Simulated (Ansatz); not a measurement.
LuSb in the zincblende structure, relaxed with r2SCAN in Ansatz: the symmetry is F-43m (No. 216, cubic); conventional cell a = 6.804 Å, 39.37 Å³ an atom. Around Lu lie 4 Sb at 2.95 Å; around Sb lie 4 Lu at 2.95 Å. The cell was then strained (x, y and z are the cube axes), with the atoms relaxed again; stress is positive in compression. The calculation is spin-unpolarised, and the structure need not be a phase that has been made.

- Uniaxial -1.0 % along z, other directions held: r2SCAN's stress changes by +0.48 GPa along the strain and +0.42 GPa across it.
- Isotropic +1.5 % on every length: the pressure changes by -1.76 GPa.
- Epitaxial strain of -1.5 % in the (001) plane: the free normal strain is +2.38 % and the in-plane stress changes by +0.37 GPa.

**Question.** Estimate C₁₁, C₁₂ and the bulk modulus from the uniaxial step.

**Answer.** With compression positive, C₁₁ ≈ −Δσ∥/ε = (-0.48)/(-0.0100) = 48 GPa and C₁₂ ≈ (-0.42)/(-0.0100) = 42 GPa; B = (C₁₁ + 2C₁₂)/3 = 44 GPa. A one-sided step carries third-order terms: it reads high by some per cent.

**Question.** What bulk modulus does the isotropic step give?

**Answer.** Δ ln V = 3 ln(1.0150) = +0.0447, so B ≈ −ΔP/Δ ln V = 39 GPa, against 44 GPa from C₁₁ and C₁₂; one-sided steps of finite size carry third-order terms.

**Question.** What do the film's normal strain and stress say about the elastic constants?

**Answer.** ε⊥/ε∥ = (+0.0238)/(-0.0150) = -1.59, which linear elasticity sets to −2C₁₂/C₁₁ = -1.75 from the uniaxial step. The biaxial modulus is M = −Δσ/ε∥ = 25 GPa (C₁₁ + C₁₂ − 2C₁₂²/C₁₁ = 16 GPa).

**Question.** How much elastic energy does the film store, with 39.37 Å³ an atom?

**Answer.** u = M ε∥² = −Δσ ε∥ = -0.37 × (-0.0150) = 0.0055 GPa, and 1 GPa Å³ is 6.2415 meV: 1.36 meV an atom. The total energies of the two runs differ by 1.24 meV an atom.
